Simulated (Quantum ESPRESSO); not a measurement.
Empty bands for a GW run on ZnSe (zinc blende, space group F-43m, No. 216): 113 bands on a 4×4×4 mesh, LDA, PseudoDojo standard norm-conserving files, scalar-relativistic, Quantum ESPRESSO. The input, in which only the diagonalization keyword changes:

```
&CONTROL
  calculation = 'nscf'
  pseudo_dir = './pseudo'
  outdir = './out'
/
&SYSTEM
  ibrav = 0
  nat = 2
  ntyp = 2
  ecutwfc = 86.0
  ecutrho = 344.0
  occupations = 'fixed'
  force_symmorphic = .true.
  nbnd = 113
/
&ELECTRONS
  conv_thr = 2e-09
  diago_full_acc = .true.
  diago_thr_init = 1e-08
  diagonalization = 'david'
/
ATOMIC_SPECIES
Zn 65.3800 Zn.upf
Se 78.9710 Se.upf
CELL_PARAMETERS angstrom
  0.000000000000   2.783581906000   2.783581906000
  2.783581906000   0.000000000000   2.783581906000
  2.783581906000   2.783581906000   0.000000000000
ATOMIC_POSITIONS crystal
Zn   0.000000000000   0.000000000000   0.000000000000
Se   0.250000000000   0.250000000000   0.250000000000
K_POINTS automatic
4 4 4 0 0 0
```

```csv
diagonalization,mean iterations per k point,rough time,largest change of an eigenvalue (eV)
david,20,1,–
cg,43,about 3×,7e-07
paro,16,within a factor of two,5e-10
```

An iteration means different work in each solver, so the counts don't rank them. Times are rough ratios from shared machines.

Spin-orbit coupling is not included.

Geometry relaxed with LDA.
